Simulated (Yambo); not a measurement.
**How GW settings move the gap: CaHBr monolayer**

G0W0@PBEsol for a free-standing CaHBr monolayer (symmetry P4/nmm, slab cell 19.6 Å high) in Yambo. Reference settings: 4×4×1 Γ-centred k mesh, 187 bands and a 7 Ry block in the screening, 187 bands in G with the Bruneval-Gonze terminator, plasmon pole fitted at 27.2 eV, slab-truncated Coulomb interaction, stochastic integration of W near q = 0. The PBEsol gap Γ → Γ on this mesh is 4.09 eV; G0W0 gaps are taken between the same points.

| change from the reference | G0W0 gap Γ → Γ (eV) | shift of the valence edge (eV) | rough Yambo cost |
|---|---|---|---|
| reference settings | 7.09 | -1.24 | 1 |
| 68 bands in W, 68 bands in G | 7.12 | -0.93 | about 1/3 |
| 119 bands in W, 119 bands in G | 7.11 | -1.13 | within a factor of two |
| 119 bands in G | 7.10 | -1.21 | – |
| 85 bands in W | 7.10 | -1.07 | within a factor of two |
| no stochastic integration of W | 8.23 | -1.86 | – |
| 6 Ry block | 7.07 | -1.22 | within a factor of two |
| 68 bands in G, no terminator | 7.23 | -0.69 | – |
| no terminator | 7.20 | -1.09 | – |

The reference isn't shown to be the converged limit. Costs are rough (shared machines), scaled to the same edge states, and given only for runs that recompute the screening. Without the stochastic integration, the mesh misses the sharp change of W near q = 0 in a layer: the 1.14 eV of that row are a sampling artefact.

Spin-orbit splittings are left out.

Geometry relaxed with PBEsol; primitive cell a = b = 3.773 Å, c = 19.600 Å, α = β = γ = 90.00°.

This is a model layer cut from the bulk structure; whether it is stable on its own was not checked.

A shift is the quasiparticle energy of the state minus its PBEsol energy.
